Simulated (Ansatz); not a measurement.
An Ansatz (an electronic-structure program) run. Input:

Ansatz 0.2 input:
```yaml
crystal:
  lattice:
    - [2.2058602627, 1.2735540165, 7.2157421801]
    - [-2.2058602627, 1.2735540165, 7.2157421801]
    - [0.0, -2.5471080329, 7.2157421801]
  atoms:
    - { symbol: In, position: [0.0049214337, 0.0049214337, 0.0049214337] }
    - { symbol: In, position: [0.4953500906, 0.4953500906, 0.4953500906] }
    - { symbol: Sb, position: [0.6243012622, 0.6243012622, 0.6243012622] }
    - { symbol: As, position: [0.1254412135, 0.1254412135, 0.1254412135] }
kpoints:
  mp_grid: { grid: [11, 11, 11] }
hamiltonian:
  xc: lda
  pseudopotentials: { kind: paw }
scf:
  occupations: { method: fermi_dirac, width: 0.1 }
phonons:
  method: dfpt
  response_accuracy: low
  eigenvectors: true
  rigid_motions: translations
```

Output (shortened):

```
zone centre: on kpoints.mp_grid the ground state, and the responses unless they are solved on pairs of k-points, stand on 366 of the mesh's 1331 k-points, …
Pseudopotentials: kind: paw
Pseudopotential: In, paw, valence charge 13
Pseudopotential: Sb, paw, valence charge 15
Pseudopotential: As, paw, valence charge 15
Functional definition: SPW92
Crystal: 4 atoms, lattice volume = 121.626 Å³
Basis set: ecut = 420 eV, 2425 PW (Γ), exchange–correlation on 108×108×108 points (8 copies of the dense FFT grid, shifted against one another)
Bands: 34, of which v1, the nominal top of the filled ones, is band 28 counted from 1 (27 counted from 0)
Symmetry: 6 space group operations
k-points: 366 of 1331 (irreducible under 2 space group operations, time reversal used)
PAW frozen core: In, regenerated for the run's functional, and the local potential with it
PAW frozen core: Sb, regenerated for the run's functional, and the local potential with it
PAW frozen core: As, regenerated for the run's functional, and the local potential with it
Initial wavefunctions: pseudopotential atomic-orbital guess
Eigensolver: davidson
Functional: x = slater, c = lda
SCF iter   1: F=—  HF=-22024.320788 eV  |F-HF|=—  |Δ(HF+E_count)|=         —  Δρ=7.22e-3  dr2=5.33e-2  ethr=1.77e-3  ⟨swp⟩=6.3  Hψ=55838  notcnv=0
all-band conjugate gradients solve this SCF's bands
preconditioner: auto → Kerker (q_TF=auto, 2.397 Å⁻¹)
SCF iter   2: F=—  HF=-22024.307395 eV  |F-HF|=—  |Δ(HF+E_count)|=   1.34e-2  Δρ=3.59e-3  dr2=1.73e-2  ethr=9.52e-5  ⟨swp⟩=1.8  Hψ=19221  notcnv=0
SCF iter   3: F=—  HF=-22024.303113 eV  |F-HF|=—  |Δ(HF+E_count)|=   4.28e-3  Δρ=7.82e-4  dr2=2.17e-3  ethr=3.09e-5  ⟨swp⟩=3.0  Hψ=21295  notcnv=0
SCF iter   4: F=—  HF=-22024.302809 eV  |F-HF|=—  |Δ(HF+E_count)|=   3.03e-4  Δρ=3.48e-4  dr2=5.29e-4  ethr=3.88e-6  ⟨swp⟩=2.0  Hψ=22487  notcnv=0
SCF iter   5: F=—  HF=-22024.302725 eV  |F-HF|=—  |Δ(HF+E_count)|=   8.38e-5  Δρ=1.76e-4  dr2=1.76e-4  ethr=9.44e-7  ⟨swp⟩=2.0  Hψ=17655  notcnv=0
SCF iter   6: F=—  HF=-22024.302697 eV  |F-HF|=—  |Δ(HF+E_count)|=   2.79e-5  Δρ=8.93e-5  dr2=3.22e-5  ethr=3.15e-7  ⟨swp⟩=2.0  Hψ=22670  notcnv=0
SCF iter   7: F=—  HF=-22024.302688 eV  |F-HF|=—  |Δ(HF+E_count)|=   8.95e-6  Δρ=3.61e-5  dr2=7.12e-6  ethr=5.76e-8  ⟨swp⟩=2.0  Hψ=22669  notcnv=0
SCF iter   8: F=—  HF=-22024.302688 eV  |F-HF|=—  |Δ(HF+E_count)|=   8.72e-7  Δρ=1.64e-5  dr2=1.48e-6  ethr=1.27e-8  ⟨swp⟩=2.0  Hψ=13933  notcnv=0
SCF iter  14: F=-22024.302708 eV  HF=-22024.302708 eV  |F-HF|=3.64e-12  |Δ(HF+E_count)|=  7.28e-12  Δρ=3.01e-8  dr2=3.46e-12  ethr=1.00e-12  ⟨swp⟩=6.4  Hψ=52945  notcnv=0
SCF 1 converged in 14 iterations: F = -22024.302708 eV  dr2 = 3.46e-12
DFPT response loops at Γ: preconditioner auto → Kerker (q_TF=auto, 2.397 Å⁻¹) (partly filled bands, converged f_vac=0.087) …
the response loops of the zone centre start from zero, take more passes and end by a threshold …
SCF converged after 14 iterations
Free energy (F): -22024.302708 eV
Harris-Foulkes:  -22024.302708 eV  (|F-HF|=3.64e-12)
Internal energy: -22024.296252 eV  (E = F + TS)
E sigma→0 (E₀):  -22024.299480 eV
Entropy (-TS):   -0.006456 eV (-1.614 meV/atom)
Fermi energy:    7.669285 eV
--- Per-component energies (eV) ---
  E_band       = -584.912190
  E_kinetic    = 801.526727
  E_local      = -6491.727995  (includes V_loc(G=0)·N_el)
  E_nonlocal   = 442.230541
  E_hartree    = 2960.368510
  E_xc         = -643.989533
  E_vxc        = -379.297668  (∫ρ·V_xc dr)
  E_paw        = -14212.959900  (= ΣΔE_a)
  E_vpaw       = -878.380896  (= ΣTr[D̂ρ^β])
  E_aug_tail   = 0.000058  (compensation charges beyond the density's cutoff)
  E_ewald      = -4882.947788
  E_core_change = 3.203126  (= ΣΔE_core)
  E_smearing   = -0.006456  (= −TS)
  E_closure    = 0.000000  (closes the sum)
  Σ components = -22024.302708   (vs F -22024.302708, Δ=0.00e0)
  [band-id]    e_kinetic+e_local+e_nonlocal+2·e_hartree+e_vxc+e_vpaw+e_augmentation_tail = -584.912212   (vs E_band -584.912190, Δ=-2.24e-5)
--- Band table (eV; the first three rows and the last of 366) ---
  k-point 0: bands = ["-27.9926", "-27.9926", "-27.9833", "-27.9792", "-27.9792", "-20.8670", "-20.8621", "-20.8621", "-20.8393", "-20.8393", "-7.1791", "-7.1045", "-7.1045", "-7.0181", "-7.0181", "-6.9829", "-6.9210", "-6.9210", "-6.8303", "-6.8303", "-4.1606", "-2.4050", "1.6227", "6.2750", "6.2750", "6.6907", "7.3836", "7.6230", "7.6230", "8.4660", "10.7970", "10.7970", "10.8268", "11.6340"]
  k-point 1: bands = ["-27.9926", "-27.9926", "-27.9833", "-27.9792", "-27.9792", "-20.8669", "-20.8622", "-20.8620", "-20.8393", "-20.8391", "-7.1815", "-7.1071", "-7.1014", "-7.0195", "-7.0175", "-6.9804", "-6.9239", "-6.9186", "-6.8317", "-6.8303", "-4.0932", "-2.3503", "1.6595", "5.4807", "6.1785", "6.3595", "7.2201", "7.4197", "7.9063", "9.1310", "10.6242", "11.0674", "11.0847", "11.4491"]
  k-point 2: bands = ["-27.9927", "-27.9926", "-27.9833", "-27.9792", "-27.9791", "-20.8666", "-20.8624", "-20.8618", "-20.8394", "-20.8386", "-7.1903", "-7.1113", "-7.0935", "-7.0227", "-7.0157", "-6.9776", "-6.9286", "-6.9124", "-6.8355", "-6.8301", "-3.8995", "-2.1961", "1.7384", "4.5308", "5.2503", "5.9466", "6.8090", "6.9814", "8.6588", "9.6900", "10.3907", "11.3342", "11.6846", "11.9372"]
  k-point 365: bands = ["-27.9926", "-27.9926", "-27.9833", "-27.9792", "-27.9792", "-20.8669", "-20.8622", "-20.8620", "-20.8393", "-20.8391", "-7.1763", "-7.1060", "-7.1000", "-7.0182", "-7.0154", "-6.9878", "-6.9259", "-6.9218", "-6.8321", "-6.8307", "-3.8655", "-2.8488", "3.4224", "3.7646", "5.8993", "6.2820", "6.7327", "7.2013", "8.3436", "9.6296", "10.8224", "11.4532", "11.4931", "11.9953"]
  band table: 34 of 34 bands, residual norms ≤ 1.0e-3 eV
--- Phonons (Γ-DFPT): 8 representative perturbations + reference, on 366 of 1331 k-points (Σ response iterations 65) ---
  k mesh reduced under 2 symmetry operations, with k and −k counted as one. Each operation leaves every solved perturbation unchanged …
  ASR residual: 1.570e-3 → 0.000e0 eV/Å²; symmetrization residual: 8.819e-4 eV/Å²
  ASR residual per site (eV/Å²): 1.57e-3 3.20e-4 1.31e-3 6.02e-4
  Γ frequencies (cm⁻¹): 0.00 0.00 0.00 35.75 35.75 135.66 168.85 186.16 186.16 196.59 196.59 207.94
  non-analytic LO–TO correction: not included (Born effective charges unavailable; polar crystals: no LO–TO splitting at Γ)
```

Cost: about 40 core-minutes (a rough figure) on shared cores.

Space group R3m. The workflow started from a Materials Project entry (that database holds measured and hypothetical structures alike); the Crystallography Open Database copy checked does not list it. Whether it is the stable phase at ambient conditions was not checked. The cell was relaxed with LDA under the symmetry of its start; of distortions, only those at the zone centre were tested. A small band overlap can be real or an error of a semilocal functional. As this level gives no gap, phonon frequencies hold no LO–TO term and depend on the k-mesh and smearing (Fermi–Dirac, 0.1 eV here). Spin–orbit coupling is left out wherever it is not named.

Potentials: the later of the program's two PAW sets.

Ansatz is a plane-wave DFT program.
